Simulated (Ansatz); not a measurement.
**Does relaxation matter for the field gradients of LiF with an F vacancy?**

Start: a supercell of LiF (rock salt type, Fm-3m) built from a COD entry, with all atoms left at the host's positions.

Space group Fm-3m (No. 225); a = 12.0840 Å.

```
site  Wyckoff  site symmetry       x       y       z
 Li1      32f            .3m  0.3333  0.8333  0.8333
 Li2      24e           4m.m  0.5000  0.0000  0.8333
 Li6      48h           m.m2  0.8333  0.1667  0.0000
Li27       4a           m-3m  0.0000  0.5000  0.5000
 F28      48i           m.m2  0.6667  0.1667  0.0000
 F31      32f            .3m  0.8333  0.1667  0.1667
 F41      24e           4m.m  0.0000  0.5000  0.3333
```

One atom of each set is listed; the run and its k-mesh use a cell of 53 atoms with edges of 8.54, 8.54, 8.54 Å.

Method: Kohn–Sham DFT in Ansatz, PBE, plane waves and PAW, scalar-relativistic, 420 eV cutoff, Γ-centred 3×3×3 k-points, Fermi–Dirac smearing 0.01 eV, cell charge +1.

The largest force at the start is 1.5 eV/Å. Relaxing the ions at fixed cell moves them by 0.199 Å at most (atom 5, Li) and 0.074 Å rms.

```json
{"site": "Li2", "moved (Å)": "0.199", "first shell before": "5 F at 2.01 Å", "first shell after": "5 F at 1.84–1.99 Å", "V_zz before (10²¹ V/m²)": "0.25", "η before": "0.00"}
{"site": "Li6", "moved (Å)": "0.003", "first shell before": "6 F at 2.01 Å", "first shell after": "6 F at 2.01–2.06 Å", "V_zz before (10²¹ V/m²)": "-0.025", "η before": "0.01"}
{"site": "F28", "moved (Å)": "0.061", "first shell before": "6 Li at 2.01 Å", "first shell after": "6 Li at 1.99–2.06 Å", "V_zz before (10²¹ V/m²)": "2.36", "η before": "0.05"}
{"site": "F31", "moved (Å)": "0.007", "first shell before": "6 Li at 2.01 Å", "first shell after": "6 Li at 2.01–2.02 Å", "V_zz before (10²¹ V/m²)": "-0.35", "η before": "0.00"}
{"site": "F41", "moved (Å)": "0.026", "first shell before": "6 Li at 2.01 Å", "first shell after": "6 Li at 1.84–2.01 Å", "V_zz before (10²¹ V/m²)": "0.30", "η before": "0.00"}
```

Task: What are V_zz and η after the relaxation?

Result: 

```
site  V_zz after  η after  change of V_zz
 Li2        0.13     0.00           -0.12
 Li6      -0.035     0.53           -0.01
 F28       -0.92     0.75               –
 F31       -0.26     0.00           +0.09
 F41       -0.13     0.00           -0.43
```

The largest change of V_zz along a kept axis is on F41, from 0.30 to -0.13. The whole tensor moves most on F28, by 1.55 along its most changed direction. V_zz changes sign on F41 (same axis). On F28 the largest principal value lies along another axis in the second run, so the two V_zz can't be compared directly. Sites with |V_zz| of 0.02 or less aren't listed.

The defect repeats with the cell of 53 atoms, so it feels its images: sites between two images don't show the values beside a lone defect, and zeros or small values of η there can come from the images' arrangement. A uniform background compensates the cell's charge. With these PAW files V_zz is typically within 2 to 3 % of all-electron values, but misses above 10 % occur on Li.
Before: The neighbours have not yet relaxed around the defect (largest force 1.5 eV/Å), so a real crystal will differ.
